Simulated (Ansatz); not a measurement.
YSiNO2 in space group P4/mmm (No. 123; Y on 1b, Si on 1c, N on 1d, O on 2f) at seven volumes, plane-wave PAW PBEsol (Ansatz code), shape and atoms relaxed at each. One row is withheld.

```tsv
V (Å³/atom)	P (GPa)
8.570	29.29
8.853	?
9.135	8.28
9.418	0.00
9.700	-7.07
9.983	-13.12
10.266	-18.28
```

Question: Fit the shown pressures and predict the withheld one.

Answer: Third-order Birch–Murnaghan: P = (3/2)B₀(x^(7/2) − x^(5/2))[1 + (3/4)(B′ − 4)(x − 1)] with x = (V₀/V)^(2/3). Least squares on the six rows gives V₀ = 9.418 Å³/atom, B₀ = 254.4 GPa, B′ = 4.22. At V = 8.853, x = 1.0421 and P = 17.94 GPa. The run itself gave 17.96 GPa.

The start of the workflow was typed in or built on a structure type; neither database checked (COD, Materials Project) lists it. COD files the formula under space group No. 15, 63. Its standing as an ambient phase is unchecked. The PBEsol relaxation kept the symmetry of its start. At this level the phase is dynamically unstable (imaginary phonons). The run is not spin-polarised.

Potentials: the later of the program's two PAW sets.
